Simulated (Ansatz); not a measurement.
One crystal and one scan (energy against volume) at two levels, PBE (plane waves to 420 eV, PAW, scalar-relativistic; Ansatz, a quantum-chemistry and plane-wave program) and r2SCAN (plane waves to 500 eV, PAW, scalar-relativistic; Ansatz), each from its own relaxed cell and on its own mesh. The cell shown is that of PBE.

ZnInGaO₄ (InGaZnO4 type, space group R3m)

```yaml
crystal:
  lattice:
    - [1.67802, 0.96880, 8.70383]
    - [-1.67802, 0.96880, 8.70383]
    - [0.00000, -1.93761, 8.70383]
  atoms:
    - { symbol: In, position: [0.99692, 0.99692, 0.99692] }
    - { symbol: Ga, position: [0.21295, 0.21295, 0.21295] }
    - { symbol: Zn, position: [0.78120, 0.78120, 0.78120] }
    - { symbol: O, position: [0.13648, 0.13648, 0.13648] }
    - { symbol: O, position: [0.87896, 0.87896, 0.87896] }
    - { symbol: O, position: [0.28877, 0.28877, 0.28877] }
    - { symbol: O, position: [0.70473, 0.70473, 0.70473] }
```

This relaxed cell (volume V₀) is scaled evenly in all directions, its shape held. The atoms relax within the cell's symmetry.

The energy includes the smearing's −TS. ZnInGaO4 was relaxed with its symmetry unable to fall. With the shape held, the modulus is that of even scaling; a crystal free to change shape is softer. Percentages come from the unrounded values. Both scans cover V/V₀ from 0.840 to 1.160.

Results of PBE:

- Lattice constant a (Å) = 3.356
- Lattice constant c (Å) = 26.11
- Relaxed volume (Å³/atom) = 12.13
- Pressure at the smallest volume (GPa) = 39.9
- Energy cost of the largest compression (meV/atom) = 206.2
- Energy cost of the largest expansion (meV/atom) = 113.2
- Bulk modulus at fixed cell shape B₀ (third-order Birch-Murnaghan fit) (GPa) = 153.9
- Pressure for 5 % compression (fit) (GPa) = 8.9

Task: What does r2SCAN give for the same quantities?

Result: 
```csv
quantity,r2SCAN,PBE − r2SCAN
Lattice constant a (Å),3.311,+0.045 (+1.4 %)
Lattice constant c (Å),25.76,+0.35 (+1.4 %)
Relaxed volume (Å³/atom),11.64,+0.49 (+4.2 %)
Pressure at the smallest volume (GPa),46.4,-6.5 (-14 %)
Energy cost of the largest compression (meV/atom),230.3,-24.1 (-10 %)
Energy cost of the largest expansion (meV/atom),127.7,-14.5 (-11 %)
Bulk modulus at fixed cell shape B₀ (third-order Birch-Murnaghan fit) (GPa),180.1,-26.2 (-15 %)
Pressure for 5 % compression (fit) (GPa),10.4,-1.5 (-14 %)
```

PBE gives the higher value for: lattice constant a; lattice constant c; relaxed volume. PBE gives the lower value for: pressure at the smallest volume; energy cost of the largest compression; energy cost of the largest expansion; bulk modulus at fixed cell shape B₀; pressure for 5 % compression. Neither level is exact: the differences show how much the result hangs on the functional.

(Under strain, the slope of the energy per volume gives the stress and its curvature an elastic modulus.)
